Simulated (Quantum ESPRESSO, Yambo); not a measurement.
MoF6 (space group Im-3m, No. 229): one geometry, one set of PBEsol (pw.x of Quantum ESPRESSO, ONCV potentials, scalar-relativistic) orbitals, self-energies from Yambo (2×2×2 Γ-centred k mesh, bands 2 to 187 and a 7 Ry block in the screening, 187 bands in G with the Bruneval-Gonze terminator, plasmon pole fitted at 27.2 eV).

```json
[
 {"level": "PBEsol (Quantum ESPRESSO)", "gap Γ → N (eV)": "4.31", "direct gap at N (eV)": "4.39"},
 {"level": "exchange only (Hartree-Fock self-energy on PBEsol orbitals)", "gap Γ → N (eV)": "17.16", "direct gap at N (eV)": "17.25"},
 {"level": "static COHSEX@PBEsol", "gap Γ → N (eV)": "[?]", "direct gap at N (eV)": "[?]"},
 {"level": "G0W0@PBEsol, plasmon pole", "gap Γ → N (eV)": "8.66", "direct gap at N (eV)": "8.74"},
 {"level": "G0W0@PBEsol, multipole fit to 8 frequencies, no terminator", "gap Γ → N (eV)": "8.51", "direct gap at N (eV)": "8.60"},
 {"level": "G0W0@PBEsol, plasmon pole, no terminator", "gap Γ → N (eV)": "[?]", "direct gap at N (eV)": "[?]"}
]
```

Question: What belongs in the gaps?

Answer: 
- static COHSEX@PBEsol, gap Γ → N (eV): 9.77
- static COHSEX@PBEsol, direct gap at N (eV): 9.83
- G0W0@PBEsol, plasmon pole, no terminator, gap Γ → N (eV): 8.75
- G0W0@PBEsol, plasmon pole, no terminator, direct gap at N (eV): 8.84

Bare exchange has no screening and gives the widest gap; static COHSEX screens it but leaves out the frequency dependence, which G0W0 restores.

Nearest settings tried, and what they do to the gap: 123 bands in G: +17 meV; 123 bands in W, 123 bands in G: +76 meV; 6 Ry block (225 vectors against 321): +59 meV. Not varied: mesh. So the settings aren't converged at that level. The k mesh is coarse.

Spin-orbit coupling is not included.

Geometry of the Materials Project entry, not relaxed at this level; primitive cell a = b = c = 5.486 Å, α = β = γ = 109.47°.

The structure is a Materials Project entry; no match was found in the copy of COD used, and its stability was not checked.
